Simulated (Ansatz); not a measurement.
ZrO$_{2}$ (tetragonal-ZrO2 type, space group P4_2/nmc)

```yaml
crystal:
  lattice:
    - [3.58446, 0.00000, 0.00000]
    - [0.00000, 3.58446, 0.00000]
    - [0.00000, 0.00000, 5.17872]
  atoms:
    - { symbol: Zr, position: [0.00000, 0.00000, 0.00000] }
    - { symbol: Zr, position: [0.50000, 0.50000, 0.50000] }
    - { symbol: O, position: [0.00000, 0.50000, 0.20116] }
    - { symbol: O, position: [0.00000, 0.50000, 0.70116] }
    - { symbol: O, position: [0.50000, 0.00000, 0.29884] }
    - { symbol: O, position: [0.50000, 0.00000, 0.79884] }
```

E(V) scan at fixed shape, V₀ the volume above. The atoms relax within the cell's symmetry.

The numbers are results of PBEsol (plane waves to 420 eV, PAW, scalar-relativistic; Ansatz, an electronic-structure program), not measurements. k mesh 9×9×7 (Γ-centred), Fermi-Dirac smearing 0.05 eV. E stands for the smeared free energy. Compression counts positive. With the shape held, the modulus is that of even scaling; a crystal free to change shape is softer. The PAW data are Ansatz's earlier set. This is a high-temperature form of ZrO2. ZrO2 is run without spin polarisation. ZrO2 was relaxed with its symmetry unable to fall. The zero of ΔE is the relaxed starting cell.

| V (Å³/atom) | ΔE (meV/atom) |
|---|---|
| 9.981 | 82.9 |
| 10.258 | 44.2 |
| 10.535 | 18.7 |
| 10.812 | 4.4 |
| 11.090 | 0.0 |
| 11.367 | 4.0 |
| 11.644 | 15.4 |
| 11.921 | 33.0 |
| 12.199 | withheld |

**Question.** Fit a third-order Birch-Murnaghan form (E₀, V₀, B₀, B₀′ free) to the given rows and predict ΔE at V = 12.199.

**Answer.** Least squares on the 8 given rows: ΔE = E₀ + (9V₀B₀/16)·y²·[2 + (B₀′ − 4)y], y = (V₀/V)^(2/3) − 1, with V₀ = 11.089 Å³/atom, B₀ = 195.3 GPa (160.2 GPa = 1 eV/Å³; the term in eV is multiplied by 1000), B₀′ = 4.84, E₀ = -0.01 meV/atom; root-mean-square residual 0.05 meV/atom. At 12.199 the fit gives 56.2 meV/atom; the calculation gives 56.0 meV/atom, so the extrapolation is off by 0.2 (+0.4 %). For the pressure the fit gives -14.8 GPa against the computed -14.8 GPa.

(A scan under strain: stresses follow from slopes of the energy per volume, elastic moduli from its curvatures.)
